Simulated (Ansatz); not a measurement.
Co2SiB2:
```
Co2SiB2
1.0
    1.50309    -5.23213     0.00000
    1.50309     5.23213     0.00000
    0.00000     0.00000     2.73391
Si Co B
1 2 2
Direct
  0.00000   0.00000   0.00000
  0.36391   0.63609   0.50000
  0.63609   0.36391   0.50000
  0.20637   0.79363   0.00000
  0.79363   0.20637   0.00000
```

Relaxed with PBE. Special points in fractions of this cell's reciprocal vectors: Γ (0.000, 0.000, 0.000); Y (-0.500, 0.500, 0.000); C0 (-0.271, 0.729, 0.000); Σ0 (0.271, 0.271, 0.000); Z (0.000, 0.000, 0.500); A0 (0.271, 0.271, 0.500); E0 (-0.271, 0.729, 0.500); T (-0.500, 0.500, 0.500); S (0.000, 0.500, 0.000); R (0.000, 0.500, 0.500).

Problem. List the band energies nearest the Fermi level at these points for PBE in the plane-wave PAW code Ansatz.

Solution. In eV from the Fermi level; about four levels below and three above (degenerate sets whole), none deeper than 8.9 eV; points with the same levels are listed once.

```json
[
 {"k": "Γ", "below": "-1.39 -1.22 -0.62 -0.33", "above": "1.05 2.34 3.79"},
 {"k": "Y", "below": "-1.56 -1.32 -1.14 -0.09", "above": "0.80 2.13 4.57"},
 {"k": "C0", "below": "-1.05 -1.00 -0.99 -0.71", "above": "1.95 3.12 5.22"},
 {"k": "Z", "below": "-1.91 -1.54 -0.58 -0.28", "above": "1.15 1.68 2.22"},
 {"k": "A0", "below": "-1.49 -0.82 -0.72 -0.38", "above": "0.07 1.49 2.01"},
 {"k": "T", "below": "-2.13 -0.96 -0.37 -0.22", "above": "1.49 1.59 2.36"},
 {"k": "S", "below": "-1.14 -1.02 -0.88 -0.75", "above": "1.92 3.67 5.44"},
 {"k": "R", "below": "-1.39 -0.76 -0.73 -0.43", "above": "0.03 1.47 1.97"}
]
```

Space group Cmmm. The start of the workflow was typed in or built on a structure type; neither database checked (COD, Materials Project) lists it. Its standing as an ambient phase is unchecked. The cell was relaxed with PBE under the symmetry of its start; its stability against distortions is not shown here. The workflow began spin-polarised and lost its moments.

Potentials: the later of the program's two PAW sets.
